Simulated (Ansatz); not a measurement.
**YTl: zone-centre modes under pressure**

YTl, Pm-3m, a = 3.696 Å. The structure is a COD entry; whether it is the stable form wasn't checked. Ansatz: LDA, PAW, 420 eV, Γ-centred 12×12×12 mesh on 2 atoms, Fermi-Dirac smearing 0.15 eV; no spin polarisation. Cell and atoms are relaxed at each pressure with the symmetry kept; optical modes at Γ by linear response, in cm⁻¹, the highest.

```tsv
P (GPa)	V (Å³/atom)	ω1
0	25.251	107.2
5	23.710	?
15	21.667	145.7
```

Get the mode's Grüneisen parameter γ = −d ln ω/d ln V from the other rows and predict the missing frequency.

ln(V/V0) = 0.0000, -0.0630, -0.1531; a line through ln(ω/ω0) of the 2 known rows gives ω1: γ = 2.004, predicted 121.6, computed 122.4. The miss is 0.6 %, or 5 % of the shift under pressure, so a constant γ serves at that level. In a metal these frequencies hang on the mesh and smearing.

Spin–orbit coupling is left out, which can shift energies with elements as heavy as these.